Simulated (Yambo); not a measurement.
Yambo run on RbH (rock salt, space group Fm-3m, No. 225). The wavefunctions are PBEsol (pw.x of Quantum ESPRESSO, ONCV potentials, no spin-orbit coupling) ones on a 4×4×4 mesh (5 occupied bands); a = b = c = 4.248 Å, α = β = γ = 60.00°.

Yambo input:

```
rim_cut
HF_and_locXC
RandQpts= 5000000
RandGvec= 1 Ry
EXXRLvcs= 72 Ry
VXCRLvcs= 288 Ry
% QPkrange
 3 | 3 | 5 | 6 |
%
```

k points by index: 3 = L.

Resulting energies as the program prints them:

```
#    K-point    Band    Eo [eV]    Ehf [eV]    Vxc [eV]    Vnlxc [eV]
#
    3    5    0.000000    -3.484437    -10.11585    -13.60029
    3    6    2.723265    6.478711    -6.581760    -2.826313
```
Exchange alone, without screening.

Geometry of the Materials Project entry, not relaxed at this level.
